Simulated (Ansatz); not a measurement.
The start is a randomly generated symmetric cell of Pt (space group No. 146). The cell and all atomic positions are relaxed at zero pressure with PBE (plane waves to 420 eV, PAW, scalar-relativistic; Ansatz, a quantum-chemistry and plane-wave program). First-step values are on the input's coarse k-mesh.

Ansatz input (later rounds restart from its end on a renewed k-mesh):
Ansatz 0.2 input:
```yaml
crystal:
  lattice:
    - [4.6095763, 2.6613401, 0.9308963]
    - [-4.6095763, 2.6613401, 0.9308963]
    - [0, -5.3226802, 0.9308963]
  atoms:
    - { symbol: Pt, position: [0.89715351, 0.9254144, 0.51094395] }
    - { symbol: Pt, position: [0.51094395, 0.89715351, 0.9254144] }
    - { symbol: Pt, position: [0.9254144, 0.51094395, 0.89715351] }
    - { symbol: Pt, position: [0.14337651, 0.14337651, 0.14337651] }
basis: { ecutwfc: 420, ecutrho_ratio: 4, xc_grid: 2, fft_grid_basis: typed }
kpoints: { mp_grid: { grid: [12, 12, 12] } }
hamiltonian:
  xc: pbe
  dispersion: none
  pseudopotentials: { kind: paw }
scf: { occupations: { method: fermi_dirac, width: 0.05 } }
relax: { f_tol: 0.01, max_steps: 100, cell: { stress_tol: 0.02 } }
output: { forces: true, stress: true }
```

```yaml
largest_initial_force: 4.02 eV/Å, on Pt4 (atoms numbered as listed)
outcome: The space group goes from R3 (No. 146) to R3m (No. 160), with 4 atoms in the primitive cell
energy_released: 0.58 eV/atom
volume_change: -7.6 %, from 17.13 to 15.83 Å³/atom
band_gap_at_the_end: zero (metallic)
optimiser_moves: 10
```

It ends as:

```cif
data_Pt12
_chemical_formula_sum 'Pt12'
_space_group_name_H-M_alt 'R3m :H'
_space_group_IT_number 160
_space_group_name_Hall 'R 3 -2"'
_cell_length_a 8.93759
_cell_length_b 8.93759
_cell_length_c 2.74593
_cell_angle_alpha 90.000
_cell_angle_beta 90.000
_cell_angle_gamma 120.000
loop_
_atom_site_label
_atom_site_type_symbol
_atom_site_symmetry_multiplicity
_atom_site_Wyckoff_symbol
_atom_site_fract_x
_atom_site_fract_y
_atom_site_fract_z
_atom_site_occupancy
Pt1 Pt 9 b 0.34428 0.17214 0.05705 1
Pt2 Pt 3 a 0.00000 0.00000 0.30572 1
```
(The calculation used a cell of 4 atoms; values per cell refer to that cell.)

Final values are on a 18×18×18 k-mesh of the relaxed cell. No spin polarisation in the result.

The run could not lose the symmetry of its start: the end is stationary, and may be a saddle point rather than a minimum.

The relaxed structure here is a generated cell of Pt: the first start was made by a random draw of sites in a space group, and the end was not matched to a known phase here, so it may be hypothetical. Known forms of Pt include space group No. 225.
